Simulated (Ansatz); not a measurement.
## Hf, first-principles data

Hf:
```
CELL_PARAMETERS angstrom
      0.00000     2.23966     2.23966
      2.23966     0.00000     2.23966
      2.23966     2.23966     0.00000
ATOMIC_POSITIONS crystal
  Hf 0.00000 0.00000 0.00000
```

Space group Fm-3m (No. 225), fcc (Cu type); conventional cell a = b = c = 4.4793 Å, α = β = γ = 90.00°.

Method: the program Ansatz at the r²SCAN level (PAW). The cell and atoms are relaxed at this level. Other levels are named where they apply.

**Cell and energy**

- Volume per atom: 22.47 Å³
- Density: 13.19 g/cm³

**Electronic structure**

- Electronic character = metallic (no gap)
- Density of states at the Fermi level = 1.3 states/eV per atom (mean over ±0.08 eV)
- Gap with spin–orbit coupling = none (metallic)

**Mechanics**

- Bulk modulus (Birch–Murnaghan fit): 102 GPa
- Pressure derivative B′: 2.9
- Elastic constants (relaxed ions, GPa): C11 = 137, C12 = 86.0, C44 = 73.7
- Mechanical stability: stable (all eigenvalues of C positive)
- Hill bulk and shear moduli: 103 and 48.3 GPa
- Young's modulus: 125 GPa
- Poisson's ratio: 0.30
- Debye temperature from the elastic constants: 225 K

The workflow started from a Materials Project entry (that database holds measured and hypothetical structures alike); the Crystallography Open Database files this formula in space group No. 225, but the cells were not matched. It is not the phase usual at ambient conditions (space group No. 194). Symmetry was held in the r²SCAN relaxation; its stability against distortions is not shown here. The run is not spin-polarised. As this level gives no gap, shear constants depend on the k-mesh and smearing (Fermi–Dirac, 0.1 eV here). Spin–orbit coupling is left out wherever it is not named.

Potentials: the later of the program's two PAW sets.
